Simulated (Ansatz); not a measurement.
Sheets of one type (MA2Z4 (octahedral core, outer Z over the far inner Z)-type), r²SCAN+D4 (plane waves, PAW; program Ansatz); HSE06 gaps on those cells.

```tsv
layer	a (Å)	thickness (Å)
HfP4Si2	3.602	9.33
HfAs4Si2	3.747	9.76
ScN4Si2	2.964	7.00
ZrN4Si2	3.036	6.87
TiN4Si2	2.928	6.70
HfGe2N4	3.133	7.14
HfN4Si2	(withheld)	(withheld)
```

### Question
Fill in the missing entries.

### Answer

- HfN4Si2, a (Å): 3.023
- HfN4Si2, thickness (Å): 6.84

Began spin-polarised and lost the moments: ScN4Si2, MA2Z4 (octahedral core, outer Z over the far inner Z)-type layer. All cells were relaxed under the symmetry of their starts (and spin orders); stability against distortions was not tested throughout. Rows with no word on spin ran without spin polarisation. Spin–orbit coupling is left out wherever it is not named. Constructed layers (a layer type filled with these elements): HfP4Si2, MA2Z4 (octahedral core, outer Z over the far inner Z)-type layer; HfAs4Si2, MA2Z4 (octahedral core, outer Z over the far inner Z)-type layer; ScN4Si2, MA2Z4 (octahedral core, outer Z over the far inner Z)-type layer; ZrN4Si2, MA2Z4 (octahedral core, outer Z over the far inner Z)-type layer; TiN4Si2, MA2Z4 (octahedral core, outer Z over the far inner Z)-type layer; HfGe2N4, MA2Z4 (octahedral core, outer Z over the far inner Z)-type layer; HfN4Si2, MA2Z4 (octahedral core, outer Z over the far inner Z)-type layer.

Potentials: the later of the program's two PAW sets.
